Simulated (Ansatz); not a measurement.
# Structure relaxation, CuI

The start is a relaxed CuI cell with every coordinate shifted by Gaussian noise of σ = 0.1 Å. Cell shape, volume and atoms are optimised at zero target pressure with PBEsol (plane waves to 420 eV, PAW, scalar-relativistic; Ansatz, an electronic-structure program). The first steps use a coarse 7×7×7 k-mesh.

Starting cell:
```
CuI
1.0
    0.00000     2.96952     2.96952
    2.96952     0.00000     2.96952
    2.96952     2.96952     0.00000
I Cu
1 1
Direct
  0.77307   0.76163   0.73751
  0.00828   0.07750   0.95104
```

* **Energy released**: 64 meV/atom
* **Relative to the parent**: It returns to the parent structure, F-43m (No. 216)
* **Shortest distances (start → end)**: The closest pairs of elements (up to four, under 3.6 Å), start → end: Cu–I 2.35 → 2.57 Å
* **Band gap at the end**: 1.17 eV, direct at Γ (no spin-orbit coupling)
* **Optimiser moves**: 3

The end point of the relaxation:

```cif
data_Cu4I4
_chemical_formula_sum 'I4 Cu4'
_space_group_name_H-M_alt 'F-43m'
_space_group_IT_number 216
_space_group_name_Hall 'F -4 2 3'
_cell_length_a 5.93903
_cell_length_b 5.93903
_cell_length_c 5.93903
_cell_angle_alpha 90.000
_cell_angle_beta 90.000
_cell_angle_gamma 90.000
loop_
_atom_site_label
_atom_site_type_symbol
_atom_site_symmetry_multiplicity
_atom_site_Wyckoff_symbol
_atom_site_fract_x
_atom_site_fract_y
_atom_site_fract_z
_atom_site_occupancy
I1 I 4 c 0.25000 0.25000 0.25000 1
Cu1 Cu 4 a 0.00000 0.00000 0.00000 1
```
(The calculation used a cell of 2 atoms; values per cell refer to that cell.)

Final values are on a 10×10×10 k-mesh of the relaxed cell. No spin polarisation in the result. Spin-orbit coupling is missing; with elements this heavy it can move band edges by tenths of an eV or more.
